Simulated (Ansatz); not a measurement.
Al:
```yaml
crystal:
  lattice:
    - [0.00000, 3.68876, 3.68876]
    - [3.68876, 0.00000, 3.68876]
    - [3.68876, 3.68876, 0.00000]
  atoms:
    - { symbol: Al, position: [0.75000, 0.75000, 0.75000] }
    - { symbol: Al, position: [0.50000, 0.50000, 0.50000] }
    - { symbol: Al, position: [0.12500, 0.62500, 0.12500] }
    - { symbol: Al, position: [0.12500, 0.12500, 0.12500] }
    - { symbol: Al, position: [0.62500, 0.12500, 0.12500] }
    - { symbol: Al, position: [0.12500, 0.12500, 0.62500] }
```

Relaxed with r²SCAN. Special points in fractions of this cell's reciprocal vectors: Γ (0.000, 0.000, 0.000); X (0.500, 0.000, 0.500); U (0.625, 0.250, 0.625); K (0.375, 0.375, 0.750); L (0.500, 0.500, 0.500); W (0.500, 0.250, 0.750).

**Question.** List the band energies nearest the Fermi level at these points for DFT-r²SCAN in the program Ansatz with PAW potentials.

**Answer.** In eV from the Fermi level; about four levels below and three above (degenerate sets whole), none deeper than 8.9 eV; points with the same levels are listed once.

```json
[
 {"k": "Γ", "below": "-0.64 -0.64 -0.31 -0.31 -0.31", "above": "0.03 8.92 8.92 8.92"},
 {"k": "X", "below": "-6.21 -6.21 -5.98 -5.98", "above": "1.39 1.39 1.41 1.41"},
 {"k": "U", "below": "-5.63 -3.14 -0.87 -0.61", "above": "0.11 0.31 2.39"},
 {"k": "L", "below": "-3.98 -3.98 -3.86 -3.86 -3.29", "above": "0.50 1.14 1.14"},
 {"k": "W", "below": "-3.15 -3.15 -2.26 -2.26", "above": "1.99 1.99 2.84 2.84"}
]
```

Space group Fd-3m. The start of the workflow was typed in or built on a structure type; neither database checked (COD, Materials Project) lists it. It is not the phase usual at ambient conditions (space group No. 225). The r²SCAN relaxation kept the symmetry of its start; its stability against distortions is not shown here.

Potentials: the later of the program's two PAW sets.
